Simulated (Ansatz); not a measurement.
MoSe (CsCl type, space group No. 221) at seven volumes, PBEsol (plane waves, PAW; program Ansatz), scaled uniformly. One row is withheld.

| V (Å³/atom) | P (GPa) |
|---|---|
| 13.646 | 24.26 |
| 14.096 | 14.77 |
| 14.546 | 6.76 |
| 14.996 | 0.00 |
| 15.446 | -5.66 |
| 15.896 | ? |
| 16.345 | -14.40 |

Fit the shown pressures and predict the withheld one.

Third-order Birch–Murnaghan: P = (3/2)B₀(x^(7/2) − x^(5/2))[1 + (3/4)(B′ − 4)(x − 1)] with x = (V₀/V)^(2/3). Least squares on the six rows gives V₀ = 14.997 Å³/atom, B₀ = 205.3 GPa, B′ = 4.75. At V = 15.896, x = 0.9619 and P = -10.41 GPa. The run itself gave -10.41 GPa.

Space group Pm-3m (CsCl type). A made-up cell: these elements were put on the sites of a structure type; neither database checked (COD, Materials Project) lists it. Its standing as an ambient phase is unchecked. Symmetry was held in the PBEsol relaxation; whether a distortion lowers the energy is not shown. The run is not spin-polarised.

Potentials: the earlier of the program's two PAW sets. The files were generated under PBE; for other functionals the program regenerates the frozen cores, and for LDA and PBEsol the local potential too.
